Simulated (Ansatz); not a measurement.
GePd5 in space group C2/m (No. 12; Pearson symbol mS24) under volume change, the program Ansatz at the r²SCAN level (PAW), shape and atoms relaxed at each volume.

```csv
V (Å³/atom),E − E(relaxed) (meV/atom),P (GPa)
13.597,78.4,20.69
14.045,32.4,12.41
14.494,7.6,5.60
14.942,0.0,0.00
15.390,6.6,-4.60
15.838,24.9,-8.35
16.287,52.6,-11.37
```

What does a third-order Birch–Murnaghan fit give for V₀, B₀ and B′?

V₀ = 14.94 Å³/atom, B₀ = 168 GPa, B′ = 5.6.

The workflow started from a Materials Project entry (that database holds measured and hypothetical structures alike); the Crystallography Open Database copy checked does not list it. Its standing as an ambient phase is unchecked. Symmetry was held in the r²SCAN relaxation; its stability against distortions is not shown here. No spin polarisation was allowed.

Potentials: the later of the program's two PAW sets.
